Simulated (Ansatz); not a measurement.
Input:

ScOF:
```xyz
12
Lattice="5.0823 0.0000 0.0000 0.0000 5.1175 0.0000 -0.3337 0.0000 5.2649" Properties=species:S:1:pos:R:3 pbc="T T T"
Sc     1.3005     1.1289     0.0776
Sc     3.4481     3.6876     5.1872
Sc     1.2794     3.8192     2.3457
Sc     3.4692     1.2605     2.9191
F      0.1808     1.9507     1.9573
F      4.5678     4.5094     3.3076
O      0.3180     4.5576     0.7451
O      4.4306     1.9989     4.5198
F      1.9923     2.5249     3.8975
F      2.7563     5.0837     1.3674
O      2.1469     5.0864     3.9546
O      2.6017     2.5276     1.3103
```

This is the PBE-relaxed structure. Tensor components refer to the Cartesian frame of this cell.

All from PBE in the plane-wave PAW code Ansatz, unless another level is named. Estimate the smallest direct gap on the standard path.

4.54 eV.

Give the hole effective mass.

2.3, 4.7, 5.0 mₑ (principal values).

And the weight of the valence-edge state by species (Voronoi cells)?

O 86 %, F 9 %, Sc 5 %.

And the valence-band maximum?

off the standard path, at k = (0.146, 0.000, 0.167).

Space group P2_1. The start of the workflow was typed in or built on a structure type; neither database checked (COD, Materials Project) lists it. Whether it is the stable phase at ambient conditions was not checked. Symmetry was held in the PBE relaxation; whether a distortion lowers the energy is not shown. The run is not spin-polarised.

Potentials: the earlier of the program's two PAW sets.
